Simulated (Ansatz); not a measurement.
# Profile along the Pd–Pd line in Pd (fcc, Cu type)

Pd (fcc, Cu type)

```
Pd
1.0
    0.00000     1.93787     1.93787
    1.93787     0.00000     1.93787
    1.93787     1.93787     0.00000
Pd
1
Direct
  0.00000   0.00000   0.00000
```

Fields along a shortest Pd–Pd line of a {110} plane (2.74 Å), from Pd to Pd, interpolated on the slice's grid (step about 0.2 Å). These are PBEsol (plane waves to 420 eV, PAW, scalar-relativistic; Ansatz, an electronic-structure program) values and carry that method's errors. k mesh 21×21×21. Inside the PAW spheres the values are not all-electron values, and peaks at nuclei hang on which shells count as valence. Pd is run without spin polarisation. Pd was relaxed with its symmetry unable to fall.

```tsv
distance from Pd (Å)	valence electron density (e/Å³)	electron localisation function
0.00	13.88	x
0.27	12.51	x
0.55	7.00	0.53
0.82	1.71	0.42
1.10	0.47	0.22
1.37	0.31	0.21
1.64	0.47	0.22
1.92	1.71	0.42
2.19	7.00	0.53
2.47	12.51	x
2.74	13.88	x
```

x: too close to a nucleus for the ELF to mean much.

Density on the Pd–Pd line (2.74 Å) at its midpoint: 0.31 e/Å³. ELF at that point: 0.21.
